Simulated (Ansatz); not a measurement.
# ZrC: a sublattice moved along a line

Computed with Ansatz 0.2.0, DFT PBEsol, scalar-relativistic, plane waves, PAW. Settings: plane waves to 420 eV, k-mesh 18×18×18 (Γ-centred), Gaussian smearing 0.15 eV. No spin polarisation. Energies are free energies at this smearing, counted from the undisturbed cell; pressure is positive in compression.

The starting cell (as given, not relaxed at this level; it stands at -4.6 GPa):

```
CELL_PARAMETERS angstrom
0.00000 2.35021 2.35021
2.35021 0.00000 2.35021
2.35021 2.35021 0.00000
ATOMIC_POSITIONS crystal
Zr 0.50000 0.50000 0.50000
C 0.00000 0.00000 0.00000
```

Every C atom is moved by x along the Cartesian unit vector (0.000, 0.000, -1.000); the cell and all other atoms stay fixed. The cell is metallic on the mesh throughout.

```tsv
x (Å)	ΔE (meV/cell)
-0.3000	358.1
-0.1500	77.9
0.0000	0.0
0.0375	4.9
0.0750	19.5
0.1125	43.6
0.1875	124.3
0.2250	185.1
0.2625	262.4
```

Q: Predict the force along x on the moved atoms (eV/Å) at each point.

A:
```tsv
x (Å)	force along x on the moved atoms (eV/Å)
-0.3000	2.82
-0.1500	1.07
0.0000	0.00
0.0375	-0.26
0.0750	-0.52
0.1125	-0.77
0.1875	-1.42
0.2250	-1.83
0.2625	-2.30
```